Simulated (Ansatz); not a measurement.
**RbMnF$_{3}$: do energies and stresses tell the same story?**

The calculation used DFT r2SCAN, scalar-relativistic, plane waves, PAW (Ansatz 0.2.0).

Settings: cutoff 500 eV, Γ-centred mesh 6×6×6 on the computed 5-atom cell, Gaussian smearing of 0.02 eV; collinear spin from starting moments 0 4.68 0 0 0 μB.

Relaxed cell: Pm-3m, a = 4.234 Å, b = 4.234 Å, c = 4.234 Å, α = 90.00°, β = 90.00°, γ = 90.00°, 5 atoms in the primitive cell. Whether it is the stable form of this composition wasn't checked.

Energies at zero smearing and pressures from the stress tensor, at volumes with shape and atoms relaxed:
```csv
V (Å³/atom),E − E(first) (meV/atom),P (GPa)
14.268,0.00,5.18
14.723,-10.63,2.38
15.178,-13.96,0.03
15.634,-11.12,-1.96
16.089,-3.12,-3.63
```

Q: Check P = −dE/dV between neighbouring volumes, and get the bulk modulus from the pressures alone.

A: With 1 eV/Å³ = 160.2 GPa:
```csv
middle V (Å³/atom),−ΔE/ΔV (GPa),mean P (GPa)
14.495,3.739,3.781
14.951,1.173,1.204
15.406,-0.999,-0.967
15.861,-2.815,-2.797
```

The two differ by 0.04 GPa at most. The mean of two end pressures misses the average over a step by about ΔV² P″/12, up to 0.04 GPa here; with that taken off 0.01 GPa remains. Around V = 15.178 Å³/atom, the two neighbours give B = −V ΔP/ΔV = 15.178 × 4.34 / 0.911 = 72.4 GPa, against B0 = 71.8 GPa from the Birch–Murnaghan fit of the energies.

The state reached may not be the lowest one. The cell holds one magnetic atom, so it can only be ferromagnetic; an antiferromagnetic order may lie lower.

Only this magnetic start was tried.

Symmetry holds off the tilts and polar distortions that many cubic perovskites undergo.

Cost: 6 runs of about 3.8 core-minutes in all, on Arm Neoverse V1 (shared hosts).